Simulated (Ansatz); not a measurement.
The start is a relaxed GaCuSe2 cell shaken by Gaussian noise of σ = 0.08 Å a coordinate. The cell and all atomic positions are relaxed at zero pressure with r2SCAN (plane waves to 500 eV, PAW, scalar-relativistic; Ansatz, an electronic-structure program). The first steps use a coarse 6×6×3 k-mesh.

Input geometry:
```
CELL_PARAMETERS angstrom
      3.96565     0.00000     0.00000
      0.00000     3.96565     0.00000
      0.00000     0.00000     9.70755
ATOMIC_POSITIONS crystal
  Cu 0.99063 0.98788 0.49533
  Cu 0.47690 0.51084 0.98851
  Ga 0.00427 0.00918 0.00299
  Ga 0.53466 0.52481 0.49653
  Se 0.74090 0.73056 0.27219
  Se 0.22778 0.24113 0.25957
  Se 0.76032 0.23859 0.73458
  Se 0.25213 0.75948 0.74948
```

| Quantity | Value |
|---|---|
| Largest initial force | about 1.2 eV/Å, on Se5 (atoms numbered as listed) |
| Outcome | The space group goes from P1 (No. 1) to P2₁ (No. 4), with 8 atoms in the primitive cell |
| Energy released | 0.51 eV/atom |
| Volume change | +5.7 %, from 19.08 to 20.18 Å³/atom |
| Shortest distances (start → end) | The closest pairs of elements (up to four, under 3.6 Å), start → end: Cu–Se 2.59 → 2.36 Å; Ga–Se 2.47 → 2.53 Å; Cu–Ga 2.58 → 2.49 Å; Se–Se 2.73 → 2.98 Å |
| Band gap at the end | zero (metallic) |
| Optimiser moves | 38 |

The end point of the relaxation:

```cif
data_Cu2Ga2Se4
_chemical_formula_sum 'Cu2 Ga2 Se4'
_space_group_name_H-M_alt 'P21'
_space_group_IT_number 4
_space_group_name_Hall 'P 2yb'
_cell_length_a 3.85124
_cell_length_b 4.69011
_cell_length_c 8.98570
_cell_angle_alpha 90.000
_cell_angle_beta 95.968
_cell_angle_gamma 90.000
loop_
_space_group_symop_operation_xyz
  'x, y, z'
  '-x, y+1/2, -z'
loop_
_atom_site_label
_atom_site_type_symbol
_atom_site_symmetry_multiplicity
_atom_site_Wyckoff_symbol
_atom_site_fract_x
_atom_site_fract_y
_atom_site_fract_z
_atom_site_occupancy
Cu1 Cu 2 a 0.68971 0.03941 0.32247 1
Ga1 Ga 2 a 0.31691 0.37438 0.16008 1
Se1 Se 2 a 0.20638 0.22976 0.88018 1
Se2 Se 2 a 0.22565 0.86266 0.47557 1
```

Final values are on a 12×10×6 k-mesh of the relaxed cell. No spin polarisation in the result.

The relaxed structure here is a generated cell of GaCuSe2: the first start was made by a random draw of sites in a space group, and the end was not matched to a known phase here, so it may be hypothetical. Known forms of GaCuSe2 include space group No. 122.
